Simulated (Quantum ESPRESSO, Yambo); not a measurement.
For AlClO (space group Pmmn, No. 59), Yambo gives the independent-particle static dielectric constant along x as 3.65 on PBEsol bands and 3.1 after a scissor of 2.66 eV widens every gap (10×10×4 mesh, 68 bands, 3 Ry local-field block, 0.2 eV broadening). Axes are Cartesian, with cell vectors (Å) (3.15, 0.00, 0.00), (0.00, 3.63, 0.00), (0.00, 0.00, 7.85).

A scissor keeps the position matrix elements. In a one-oscillator model, how does ε − 1 scale, and what mean transition energy do the two values imply?

Each transition adds |r|²/E to ε − 1, so ε − 1 ∝ 1/(E0 + Δ). Then (3.1 − 1)/(3.65 − 1) = E0/(E0 + Δ) = 0.792, and E0 = Δ(ε' − 1)/(ε − ε') = 10.2 eV. The computed Im ε, weighted by 1/E up to 20 eV, has its mean at 10.4 eV; the smallest direct PBEsol gap is 5.87 eV. The scissor comes from a G0W0 run whose convergence isn't established. Convergence of the RPA response with its 10×10×4 mesh was not tested.

Bands from Quantum ESPRESSO.

Geometry relaxed with PBE+D3(BJ); primitive cell a = 3.1473 Å, b = 3.6333 Å, c = 7.8451 Å, α = 90.00°, β = 90.00°, γ = 90.00°.
